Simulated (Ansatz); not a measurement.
The relaxed structure here is a generated cell of ZnSnN2: the first start was made by placing the elements on the sites of a structure type, and the end was not matched to a known phase here, so it may be hypothetical.

The start is a generated trial cell of ZnSnN2 in the AFLOW prototype ABC2_tP4_123_d_a_f (as in CaCuO2). The cell and all atomic positions are relaxed at zero pressure with PBE (plane waves to 420 eV, PAW, scalar-relativistic; Ansatz, a quantum-chemistry and plane-wave program). The first steps use a coarse 6×6×7 k-mesh.

The start:
```
ZnSnN2
1.0
    3.95533     0.00000     0.00000
    0.00000     3.95533     0.00000
    0.00000     0.00000     3.27759
Zn Sn N
1 1 2
Cartesian
  1.97767   1.97767   1.63879
  0.00000   0.00000   0.00000
  0.00000   1.97767   0.00000
  1.97767   0.00000   0.00000
```

How large is the pressure on the unrelaxed cell, and of which sign?

+16 GPa (positive: the cell is compressed).

How much energy is released per atom?

0.10 eV/atom.

How does the volume per atom move from start to end?

+5.8 %, from 12.82 to 13.57 Å³/atom.

How do the shortest distances between atoms change?

The closest pairs of elements (up to four, under 3.6 Å), start → end: N–Sn 1.98 → 2.08 Å; N–Zn 2.57 → 2.61 Å; N–N 2.80 → 2.94 Å; Zn–Zn 3.28 → 3.15 Å.

Give the final cell and atomic positions.


```cif
data_N2SnZn
_chemical_formula_sum 'Zn1 Sn1 N2'
_space_group_name_H-M_alt 'P4/mmm'
_space_group_IT_number 123
_space_group_name_Hall '-P 4 2'
_cell_length_a 4.15325
_cell_length_b 4.15325
_cell_length_c 3.14598
_cell_angle_alpha 90.000
_cell_angle_beta 90.000
_cell_angle_gamma 90.000
loop_
_atom_site_label
_atom_site_type_symbol
_atom_site_symmetry_multiplicity
_atom_site_Wyckoff_symbol
_atom_site_fract_x
_atom_site_fract_y
_atom_site_fract_z
_atom_site_occupancy
Zn1 Zn 1 d 0.50000 0.50000 0.50000 1
Sn1 Sn 1 a 0.00000 0.00000 0.00000 1
N1 N 2 f 0.00000 0.50000 0.00000 1
```

The space group stays P4/mmm (No. 123) (the run could not lower it); the end is AFLOW prototype ABC2_tP4_123_d_a_f (as in CaCuO2), with 4 atoms in the primitive cell. Final values are on a 11×11×15 k-mesh of the relaxed cell. No spin polarisation in the result.

The run could not lose the symmetry of its start, so the end can be a saddle point.

All atoms sit on sites fixed by symmetry, so only the cell could relax.
